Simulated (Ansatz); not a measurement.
Values for one crystal, relaxed and computed with LDA in the plane-wave PAW code Ansatz; other levels are named.

| Property | Result |
|---|---|
| Volume per atom | 8.76 Å³ |
| Band gap | 3.44 eV (indirect) |
| Pressure derivative B′ | 12.5 |
| Smallest direct gap on the standard path | 3.46 eV |
| Electron effective mass | 0.44, 0.44, 0.75 mₑ (principal values) |
| Formation energy from the elements (no fitted shifts) | -1.46 eV/atom |
| Mechanical stability | stable (all eigenvalues of C positive) |

### Question
Which compound is it?
(A) GaAs, wurtzite
(B) BN, P6_3/mmc (B on 2b, N on 2d)
(C) GaN, rock salt
(D) MgO, P6_3/mmc (Mg on 2c, O on 2d)

### Answer
B, BN, P6_3/mmc (B on 2b, N on 2d)

The first step of the workflow began from a Materials Project structure, measured or hypothetical. Its sites differ from those of the usual phase in this space group: another stacking or structure type. The LDA relaxation kept the symmetry of its start; phonons on a q-mesh show no instability. A crystal of weakly bound layers computed without a dispersion correction: the cell and the soft elastic constants depend strongly on that. The references are the lowest solids computed at this level, not always the standard phases (solids in place of the gases).

Potentials: the earlier of the program's two PAW sets.
